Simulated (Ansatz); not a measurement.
Ansatz (a quantum-chemistry and plane-wave program) input:

Ansatz 0.2 input:
```yaml
crystal:
  lattice:
    - [4.2984363522, 0.0, 0.0]
    - [0.0, 4.2984363522, 0.0]
    - [0.0, 0.0, 4.2984363522]
  atoms:
    - { symbol: Cu, position: [0.25, 0.25, 0.25] }
    - { symbol: Cu, position: [0.25, 0.75, 0.75] }
    - { symbol: Cu, position: [0.75, 0.75, 0.25] }
    - { symbol: Cu, position: [0.75, 0.25, 0.75] }
    - { symbol: O, position: [0.0, 0.0, 0.0] }
    - { symbol: O, position: [0.5, 0.5, 0.5] }
kpoints:
  mp_grid: { grid: [7, 7, 7] }
basis: { xc_grid: 2 }
hamiltonian:
  xc: pbe
  pseudopotentials: { kind: paw }
scf:
  occupations: { method: fixed }
checkpoint: { read: static.run }
output: { bader: true, populations: true }
```

Output (shortened):

```
Pseudopotential: Cu, paw, valence charge 19
Pseudopotential: O, paw, valence charge 6
Functional definition: PBE
Crystal: 6 atoms, lattice volume = 79.420 Å³
Basis set: ecut = 420 eV, 1551 PW (Γ), exchange–correlation on 60×60×60 points (8 copies of the dense FFT grid, shifted against one another)
Bands: 53, of which v1, the nominal top of the filled ones, is band 44 counted from 1 (43 counted from 0)
Symmetry: 48 space group operations
Space group: Pn-3m (ITA 224), of the structure as read, at distance tolerance 4.3e-5 Å
k-points: 20 of 343
Stability of the state it starts from, as read at its close in the unpolarized treatment …
iter 1 solved again at ethr=8.26e-8 eV; its pass at ethr=3.10e-3 eV (dr2=7.27e-5 eV) is discarded
SCF iter   1: F=—  HF=-27632.991346 eV  |F-HF|=—  |Δ(HF+E_count)|=         —  Δρ=5.15e-7  dr2=1.21e-10  ethr=8.26e-8  ⟨swp⟩=3.0  Hψ=5624  notcnv=0  defer=136
preconditioner: auto → Resta (q_TF=auto, 2.775 Å⁻¹)
SCF iter   2: F=-27632.991346 eV  HF=-27632.991346 eV  |F-HF|=6.91e-11  |Δ(HF+E_count)|=   6.49e-8  Δρ=4.14e-7  dr2=1.14e-10  ethr=1.00e-12  ⟨swp⟩=9.6  Hψ=4721  notcnv=0
SCF 1 converged in 2 iterations: F = -27632.991346 eV  dr2 = 1.14e-10
SCF converged after 2 iterations
Free energy (F): -27632.991346 eV
Harris-Foulkes:  -27632.991346 eV  (|F-HF|=6.91e-11)
Internal energy: -27632.991346 eV  (E = F + TS)
E sigma→0 (E₀):  -27632.991346 eV
Fermi energy:    10.533603 eV
--- Per-component energies (eV) ---
  E_band       = -1862.057410
  E_kinetic    = 1543.063419
  E_local      = -19927.092999  (includes V_loc(G=0)·N_el)
  E_nonlocal   = 1677.268114
  E_hartree    = 8695.059905
  E_xc         = -497.794505
  E_vxc        = -639.821976  (∫ρ·V_xc dr)
  E_paw        = -6982.782725  (= ΣΔE_a)
  E_vpaw       = -1905.598855  (= ΣTr[D̂ρ^β])
  E_aug_tail   = 0.005534  (compensation charges beyond the density's cutoff)
  E_ewald      = -12140.718090
  E_smearing   =  0.000000  (= −TS)
  E_closure    =  0.000000  (closes the sum)
  Σ components = -27632.991346   (vs F -27632.991346, Δ=0.00e0)
  [band-id]    e_kinetic+e_local+e_nonlocal+2·e_hartree+e_vxc+e_vpaw+e_augmentation_tail = -1862.056952   (vs E_band -1862.057410, Δ=4.58e-4)
--- Band table (eV; the first three rows and the last of 20) ---
  k-point 0: bands = ["-101.4442", "-101.4429", "-101.4429", "-101.4429", "-58.9962", "-58.9837", "-58.9837", "-58.9837", "-58.7664", "-58.7664", "-58.7597", "-58.7597", "-58.7597", "-58.7567", "-58.7567", "-58.7567", "-9.4524", "-8.7537", "3.4707", "3.4707", …
  k-point 1: bands = ["-101.4441", "-101.4430", "-101.4429", "-101.4429", "-58.9956", "-58.9843", "-58.9837", "-58.9837", "-58.7661", "-58.7660", "-58.7601", "-58.7596", "-58.7596", "-58.7572", "-58.7568", "-58.7568", "-9.4173", "-8.7874", "3.5185", "3.5441", …
  k-point 2: bands = ["-101.4439", "-101.4431", "-101.4429", "-101.4429", "-58.9938", "-58.9860", "-58.9836", "-58.9836", "-58.7652", "-58.7646", "-58.7610", "-58.7593", "-58.7593", "-58.7586", "-58.7571", "-58.7571", "-9.3189", "-8.8826", "3.6680", "3.7488", …
  k-point 19: bands = ["-101.4433", "-101.4432", "-101.4432", "-101.4432", "-58.9962", "-58.9840", "-58.9836", "-58.9836", "-58.7656", "-58.7656", "-58.7654", "-58.7574", "-58.7574", "-58.7571", "-58.7570", "-58.7570", "-9.2708", "-8.8467", "3.5553", …
--- Löwdin populations: 6 sites ---
  site symbol       q [e]
     0     Cu     18.4443
     1     Cu     18.4443
     2     Cu     18.4443
     3     Cu     18.4443
     4      O      6.9322
     5      O      6.9322
  spilling = 0.004074 (of n_electrons = 88.000000)
--- Bader charges: 6 sites ---
  site symbol  charge [e]  shift [e]
     0     Cu      0.5410     0.0049
     1     Cu      0.5410     0.0049
     2     Cu      0.5410     0.0049
     3     Cu      0.5411     0.0049
     4      O     -1.0821     0.0098
     5      O     -1.0821     0.0098
  shift: an alarm, by how much a part of what the PAW files miss would move the charge. Where it is large, compare
  with a run on PAW files of another source; a small one proves nothing
  estimated error of the sums over rays = 4.8e-4 e
```

Cost: very roughly 80 core-seconds on shared cores.

The PBE relaxation kept the symmetry of its start. No spin polarisation was allowed. No Hubbard U is applied.

Potentials: the later of the program's two PAW sets.

Ansatz is a plane-wave DFT program.
